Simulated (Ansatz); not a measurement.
Method: Ansatz, DFT PBE, scalar-relativistic, plane waves, PAW. All cells share a 420 eV cutoff and Γ-centred k meshes spaced at most about 0.3 Å⁻¹ (about 0.25 or finer for metals, 2π included). No spin polarisation in the final relaxations.

Temperature and zero-point effects are left out.

Two forms of In2SbSe3 were relaxed alike.

A.

```
CELL_PARAMETERS angstrom
4.09588 0.00000 0.00000
0.00000 4.50231 0.00000
0.00000 0.00000 18.32643
ATOMIC_POSITIONS crystal
In 0.50000 0.32650 0.32552
In 0.50000 0.67350 0.82552
In 0.00000 0.84973 0.17145
In 0.00000 0.15027 0.67145
Sb 0.00000 0.48942 0.04108
Sb 0.00000 0.51058 0.54108
Se 0.50000 0.80396 0.97998
Se 0.50000 0.19604 0.47998
Se 0.50000 0.24679 0.16479
Se 0.50000 0.75321 0.66479
Se 0.00000 0.77954 0.31731
Se 0.00000 0.22046 0.81731
```

B.

```
CELL_PARAMETERS angstrom
3.04106 1.75576 4.99768
-3.04106 1.75576 4.99768
0.00000 -3.51151 4.99768
ATOMIC_POSITIONS crystal
In 0.61555 0.61555 0.61555
In 0.38445 0.38445 0.38445
Sb 0.00000 0.00000 0.00000
Se 0.00000 0.50000 0.00000
Se 0.50000 0.00000 0.00000
Se 0.00000 0.00000 0.50000
```

Task: Which form is favoured at zero pressure, and by what margin per atom?

Result: A is lower, by 0.48 eV/atom. A has space group Pmc2_1 (No. 26), 28.2 Å³/atom and no gap on its mesh; B has space group R-3m (No. 166), 26.7 Å³/atom and no gap. The shortest distance is 2.69 Å (In–Se) in A and 3.04 Å (Se–Se) in B. The lower one is the more open, so pressure narrows the difference. In A, In on its first site is surrounded by 4 Se at 2.89–2.97 Å and 2 Se at 3.21 Å; Sb is surrounded by 2 Se at 2.73 Å, 1 In at 2.89 Å and 2 Se at 3.24 Å; around Se on its first site lie 2 Sb at 2.73 Å and 1 In at 2.89 Å; 3 more sites not described. In B, around In lie 1 In at 3.47 Å, 9 Se at 3.50–3.71 Å, 3 Sb at 3.59 Å and 3 In at 3.83 Å; Sb has 6 Se at 3.05 Å and 6 In at 3.59 Å; Se is surrounded by 4 Se at 3.04 Å, 2 Sb at 3.05 Å and 6 In at 3.50–3.71 Å. Both come from invented guesses.

These runs have no spin–orbit coupling, which can matter for Sb. In R-3m an odd number of electrons in the primitive cell allows no gap without spin; a larger cell or a magnetic state could open one. Cells relaxed within their symmetry can be saddle points.
